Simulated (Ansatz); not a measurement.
Input file for Ansatz (a first-principles code):

Ansatz 0.2 input:
```yaml
crystal:
  lattice:
    - [3.0681059591, 0.0, 0.0]
    - [-1.5340529795, 2.6570577021, 0.0]
    - [0.0, 0.0, 13.350298537]
  atoms:
    - { symbol: Ti, position: [0.3333333333, 0.6666666667, 0.0855716461] }
    - { symbol: Ti, position: [0.6666666667, 0.3333333333, 0.9144283539] }
    - { symbol: Ti, position: [0.6666666667, 0.3333333333, 0.5855716461] }
    - { symbol: Ti, position: [0.3333333333, 0.6666666667, 0.4144283539] }
    - { symbol: Ga, position: [0.3333333333, 0.6666666667, 0.75] }
    - { symbol: Ga, position: [0.6666666667, 0.3333333333, 0.25] }
    - { symbol: C, position: [0.0, 0.0, 0.5] }
    - { symbol: C, position: [0.0, 0.0, 0.0] }
kpoints:
  mp_grid: { grid: [15, 15, 3] }
hamiltonian:
  xc: r2scan
  pseudopotentials: { kind: paw }
scf:
  occupations: { method: fermi_dirac, width: 0.1 }
phonons:
  method: dfpt
  response_accuracy: low
  eigenvectors: true
  rigid_motions: translations
```

Output (shortened):

```
Pseudopotential: Ti, paw, valence charge 12
Pseudopotential: Ga, paw, valence charge 13
Pseudopotential: C, paw, valence charge 4
Functional definition: r2SCAN
Crystal: 8 atoms, lattice volume = 108.833 Å³
Basis set: ecut = 500 eV, 2797 PW (Γ), exchange–correlation on 120×120×500 points (125 copies of the dense FFT grid, shifted against one another)
Bands: 50, of which v1, the nominal top of the filled ones, is band 41 counted from 1 (40 counted from 0)
Symmetry: 24 space group operations
k-points: 184 of 675 (irreducible under 2 space group operations, time reversal used)
SCF iter   1: F=—  HF=-18108.220091 eV  |F-HF|=—  |Δ(HF+E_count)|=         —  Δρ=1.92e-2  dr2=6.08e-1  dr2_τ=3.43e-1  ethr=1.77e-3  ⟨swp⟩=5.4  Hψ=35346  notcnv=0  defer=14
preconditioner: auto → Kerker (q_TF=auto, 2.603 Å⁻¹)
SCF iter   2: F=—  HF=-18108.282955 eV  |F-HF|=—  |Δ(HF+E_count)|=   6.29e-2  Δρ=4.53e-3  dr2=4.44e-2  dr2_τ=7.06e-3  ethr=7.41e-4  ⟨swp⟩=3.8  Hψ=20556  notcnv=0
SCF iter   3: F=—  HF=-18108.282870 eV  |F-HF|=—  |Δ(HF+E_count)|=   8.42e-5  Δρ=3.02e-3  dr2=2.02e-2  dr2_τ=4.41e-4  ethr=5.41e-5  ⟨swp⟩=2.1  Hψ=12566  notcnv=0
SCF iter   4: F=—  HF=-18108.283217 eV  |F-HF|=—  |Δ(HF+E_count)|=   3.46e-4  Δρ=8.97e-4  dr2=2.31e-3  dr2_τ=1.22e-4  ethr=2.47e-5  ⟨swp⟩=2.1  Hψ=14398  notcnv=0
SCF iter   5: F=—  HF=-18108.282817 eV  |F-HF|=—  |Δ(HF+E_count)|=   3.99e-4  Δρ=3.81e-4  dr2=3.66e-4  dr2_τ=3.48e-6  ethr=2.82e-6  ⟨swp⟩=2.0  Hψ=13785  notcnv=0
SCF iter   6: F=—  HF=-18108.282820 eV  |F-HF|=—  |Δ(HF+E_count)|=   2.44e-6  Δρ=9.19e-5  dr2=2.19e-5  dr2_τ=3.96e-7  ethr=4.47e-7  ⟨swp⟩=2.0  Hψ=11975  notcnv=0
SCF iter   7: F=—  HF=-18108.282818 eV  |F-HF|=—  |Δ(HF+E_count)|=   1.77e-6  Δρ=3.75e-5  dr2=1.53e-6  dr2_τ=1.08e-7  ethr=2.68e-8  ⟨swp⟩=2.0  Hψ=11831  notcnv=0
SCF iter   8: F=—  HF=-18108.282821 eV  |F-HF|=—  |Δ(HF+E_count)|=   3.32e-6  Δρ=1.16e-5  dr2=2.43e-7  dr2_τ=1.00e-8  ethr=1.87e-9  ⟨swp⟩=2.0  Hψ=13821  notcnv=0
SCF iter  14: F=-18108.282821 eV  HF=-18108.282821 eV  |F-HF|=7.28e-12  |Δ(HF+E_count)|=  3.64e-12  Δρ=3.85e-8  dr2=1.64e-12  dr2_τ=7.87e-14  ethr=1.00e-12  ⟨swp⟩=5.0  Hψ=36177  notcnv=0
SCF 1 converged in 14 iterations: F = -18108.282821 eV  dr2 = 1.64e-12
DFPT response loops at Γ: preconditioner auto → Kerker (q_TF=auto, 2.603 Å⁻¹) (partly filled bands, converged f_vac=0.000) …
SCF converged after 14 iterations
Free energy (F): -18108.282821 eV
Harris-Foulkes:  -18108.282821 eV  (|F-HF|=7.28e-12)
Internal energy: -18108.195971 eV  (E = F + TS)
E sigma→0 (E₀):  -18108.239396 eV
Entropy (-TS):   -0.086850 eV (-10.856 meV/atom)
Fermi energy:    12.987280 eV
--- Per-component energies (eV) ---
  E_band       = -645.927559
  E_kinetic    = 1504.828828
  E_local      = -6705.737877  (includes V_loc(G=0)·N_el)
  E_nonlocal   = 924.093973
  E_hartree    = 2969.739754
  E_xc         = -598.059605
  E_vxc        = -790.930996  (∫ρ·V_xc dr)
  E_paw        = -8427.000170  (= ΣΔE_a)
  E_vpaw       = -1567.845980  (= ΣTr[D̂ρ^β])
  E_aug_tail   = 0.000278  (compensation charges beyond the density's cutoff)
  E_vtau       = 50.184695  (kinetic-family band-sum trace: ∫τ·v_τ [+ j·A + Jᵃ·Aᵃ] dr)
  E_ewald      = -7773.691636
  E_core_change = -2.369516  (= ΣΔE_core)
  E_smearing   = -0.086850  (= −TS)
  E_closure    = 0.000000  (closes the sum)
  Σ components = -18108.282821   (vs F -18108.282821, Δ=0.00e0)
  [band-id]    e_kinetic+e_local+e_nonlocal+2·e_hartree+e_vxc+e_vpaw+e_augmentation_tail+e_vtau = -645.927571   (vs E_band -645.927559, Δ=-1.16e-5)
--- Band table (eV; the first three rows and the last of 184) ---
  k-point 0: bands = ["-46.0957", "-46.0956", "-46.0218", "-46.0217", "-21.5622", "-21.5580", "-21.1651", "-21.1605", "-21.0918", "-21.0918", "-21.0917", "-21.0917", "-21.0419", "-21.0419", "-21.0418", "-21.0418", "-1.7243", "-1.7243", "-1.7242", "-1.7242", …
  k-point 1: bands = ["-46.0957", "-46.0956", "-46.0218", "-46.0217", "-21.5612", "-21.5591", "-21.1639", "-21.1616", "-21.0918", "-21.0918", "-21.0918", "-21.0918", "-21.0419", "-21.0419", "-21.0418", "-21.0418", "-1.7243", "-1.7243", "-1.7242", "-1.7242", …
  k-point 2: bands = ["-46.0930", "-46.0929", "-46.0205", "-46.0203", "-21.5575", "-21.5535", "-21.1726", "-21.1684", "-21.1022", "-21.1018", "-21.0979", "-21.0978", "-21.0552", "-21.0551", "-21.0430", "-21.0429", "-1.7269", "-1.7269", "-1.7166", "-1.7166", …
  k-point 183: bands = ["-46.0285", "-46.0284", "-45.9988", "-45.9987", "-21.4919", "-21.4914", "-21.4104", "-21.4097", "-21.3180", "-21.3175", "-21.1991", "-21.1986", "-21.1670", "-21.1664", "-21.1292", "-21.1288", "-1.7407", "-1.7406", "-1.6631", "-1.6626", …
--- Phonons (Γ-DFPT): 6 representative perturbations + reference, on 184 of 675 k-points (Σ response iterations 55) ---
  ASR residual: 2.089e-3 → 0.000e0 eV/Å²; symmetrization residual: 1.114e-4 eV/Å²
  ASR residual per site (eV/Å²): 2.09e-3 2.09e-3 2.09e-3 2.09e-3 2.45e-4 2.45e-4 8.52e-4 8.52e-4
  Γ frequencies (cm⁻¹): 0.00 0.00 0.00 95.24 95.24 98.08 98.08 126.40 126.40 155.69 175.09 243.29 261.06 261.06 264.70 264.70 367.06 388.69 594.32 606.26 645.78 645.78 646.07 646.07
  non-analytic LO–TO correction: not included (Born effective charges unavailable; polar crystals: no LO–TO splitting at Γ)
```

Cost: roughly 40 core-minutes on shared cores.

Space group P6_3/mmc. The workflow started from a Materials Project entry (that database holds measured and hypothetical structures alike); the Crystallography Open Database copy checked does not list it. Whether it is the stable phase at ambient conditions was not checked. The r²SCAN relaxation kept the symmetry of its start; its stability against distortions is not shown here. The run is not spin-polarised. As this level gives no gap, phonon frequencies hold no LO–TO term and depend on the k-mesh and smearing (Fermi–Dirac, 0.1 eV here). Scalar-relativistic: spin–orbit coupling is off unless named, which matters more the heavier the elements.

Potentials: the later of the program's two PAW sets.

Ansatz is a plane-wave DFT program.
